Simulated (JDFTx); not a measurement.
An input for JDFTx (a modified build) (Ti(0001), linear PCM (GLSSA13), water, 1 M NaF; bohr, hartree) and the course of its log:

```
lattice \
  5.5477258648 2.7738629324 0.0000000000 \
  0.0000000000 4.8044715411 0.0000000000 \
  0.0000000000 0.0000000000 53.4792493269
coords-type Lattice
ion Ti 0.0000000001 0.0000000001 -0.1639329826 0
ion Ti 0.6666666668 0.6666666668 -0.0819939930 0
ion Ti 0.0000000001 0.0000000001 0.0000000000 0
ion Ti 0.6666666668 0.6666666668 0.0819939930 0
ion Ti 0.0000000001 0.0000000001 0.1639329826 0
ion-species pseudo/ti_pbe_v1.4.upf
elec-cutoff 20 100
elec-ex-corr gga-x-rpbe gga-c-pbe
coulomb-interaction Slab 001
coulomb-truncation-embed 0 0 0
kpoint-folding 8 8 1
elec-smearing Fermi 0.01
elec-n-bands 42
target-mu -0.153980
electronic-scf nIterations 100 energyDiffThreshold 1e-07
fluid LinearPCM
pcm-variant GLSSA13
fluid-solvent H2O
fluid-cation Na+ 1
fluid-anion F- 1
fluid-minimize nIterations 400 knormThreshold 1e-12
wavefunction read f0.wfns
elec-initial-eigenvals f0.eigenvals
elec-initial-fillings read f0.fillings
fluid-initial-state f0.fluidState
dump-name f0_u0.$VAR
dump End State Ecomponents EigStats BandEigs Forces ElecDensity IonicPositions Fillings Kpoints Dtot FluidDebug BoundCharge FluidDensity
```

```
[one cycle in 5 is shown, and the last three; fluid-solver lines are left out]
	FillingsUpdate:  mu: -0.153980000  nElectrons: 56.211141
SCF: Cycle:  0   G: -274.738646055350387   dG: +7.570e+00   |Residual|: 2.297e-01   |deigs|: 1.163e-08
	FillingsUpdate:  mu: -0.153980000  nElectrons: 59.284576
SCF: Cycle:  5   G: -282.116831379265705   dG: -2.142e-01   |Residual|: 6.542e-02   |deigs|: 1.776e-03
	FillingsUpdate:  mu: -0.153980000  nElectrons: 58.386057
SCF: Cycle: 10   G: -280.917124807220489   dG: +1.117e+00   |Residual|: 9.881e-02   |deigs|: 3.812e-03
	FillingsUpdate:  mu: -0.153980000  nElectrons: 58.232122
SCF: Cycle: 15   G: -280.683421923386163   dG: -1.880e-02   |Residual|: 1.022e-01   |deigs|: 1.090e-04
	FillingsUpdate:  mu: -0.153980000  nElectrons: 58.439780
SCF: Cycle: 20   G: -281.175265770076578   dG: -2.437e-01   |Residual|: 8.848e-02   |deigs|: 7.023e-04
	FillingsUpdate:  mu: -0.153980000  nElectrons: 57.842403
SCF: Cycle: 25   G: -280.251996461290048   dG: -1.216e+00   |Residual|: 1.225e-01   |deigs|: 2.655e-03
	FillingsUpdate:  mu: -0.153980000  nElectrons: 58.712460
SCF: Cycle: 30   G: -281.685925883391292   dG: -7.338e-01   |Residual|: 6.670e-02   |deigs|: 2.189e-03
	FillingsUpdate:  mu: -0.153980000  nElectrons: 60.624505
SCF: Cycle: 35   G: -281.925951690734848   dG: +2.452e-01   |Residual|: 5.863e-02   |deigs|: 5.678e-03
	FillingsUpdate:  mu: -0.153980000  nElectrons: 51.867331
SCF: Cycle: 40   G: -252.695143995875583   dG: -2.513e+01   |Residual|: 4.751e-01   |deigs|: 1.563e-02
	FillingsUpdate:  mu: -0.153980000  nElectrons: 56.699146
SCF: Cycle: 45   G: -277.926785027949563   dG: -7.266e+00   |Residual|: 1.895e-01   |deigs|: 9.530e-03
	FillingsUpdate:  mu: -0.153980000  nElectrons: 49.620260
SCF: Cycle: 50   G: -233.926253274864251   dG: +3.375e+00   |Residual|: 5.912e-01   |deigs|: 2.198e-03
	FillingsUpdate:  mu: -0.153980000  nElectrons: 69.239787
SCF: Cycle: 55   G: -234.102323435393060   dG: +3.488e+01   |Residual|: 7.509e-01   |deigs|: 6.165e-02
	FillingsUpdate:  mu: -0.153980000  nElectrons: 53.963143
SCF: Cycle: 60   G: -270.007354035732021   dG: -2.390e+01   |Residual|: 2.604e-01   |deigs|: 2.044e-02
	FillingsUpdate:  mu: -0.153980000  nElectrons: 50.216257
SCF: Cycle: 65   G: -245.793556870022769   dG: -9.228e+01   |Residual|: 5.034e-01   |deigs|: 7.210e-02
	FillingsUpdate:  mu: -0.153980000  nElectrons: 42.383169
SCF: Cycle: 70   G: -166.405683827055697   dG: +1.255e+01   |Residual|: 9.046e-01   |deigs|: 1.356e-02
	FillingsUpdate:  mu: -0.153980000  nElectrons: 49.313074
SCF: Cycle: 75   G: -230.834045250756986   dG: -4.792e+01   |Residual|: 6.129e-01   |deigs|: 1.082e-01
	FillingsUpdate:  mu: -0.153980000  nElectrons: 55.400357
SCF: Cycle: 80   G: -275.563370113990061   dG: +6.763e+00   |Residual|: 2.117e-01   |deigs|: 1.880e-02
	FillingsUpdate:  mu: -0.153980000  nElectrons: 48.381318
SCF: Cycle: 85   G: -229.581820018216803   dG: +3.146e+01   |Residual|: 6.368e-01   |deigs|: 2.385e-02
	FillingsUpdate:  mu: -0.153980000  nElectrons: 51.155803
SCF: Cycle: 90   G: -251.279002385389816   dG: -5.576e+00   |Residual|: 5.036e-01   |deigs|: 3.869e-03
	FillingsUpdate:  mu: -0.153980000  nElectrons: 44.696098
SCF: Cycle: 95   G: -195.357932795590131   dG: +3.155e+01   |Residual|: 8.057e-01   |deigs|: 1.952e-02
	FillingsUpdate:  mu: -0.153980000  nElectrons: 41.458011
SCF: Cycle: 97   G: -155.481255345064341   dG: +1.429e+01   |Residual|: 9.341e-01   |deigs|: 1.716e-02
	FillingsUpdate:  mu: -0.153980000  nElectrons: 46.276810
SCF: Cycle: 98   G: -213.076662576312259   dG: -5.760e+01   |Residual|: 7.053e-01   |deigs|: 5.167e-02
	FillingsUpdate:  mu: -0.153980000  nElectrons: 47.586586
SCF: Cycle: 99   G: -226.325447389669563   dG: -1.325e+01   |Residual|: 6.328e-01   |deigs|: 8.516e-03
SCF: None of the convergence criteria satisfied after 100 iterations.
IonicMinimize: Iter:   0  G: -226.325447389669563  |grad|_K:  0.000e+00
IonicMinimize: Converged (|grad|_K<1.000000e-04).
```

This run gave no converged result. The electronic loop ended without meeting its threshold, so the last energy, electron count and forces aren't results.
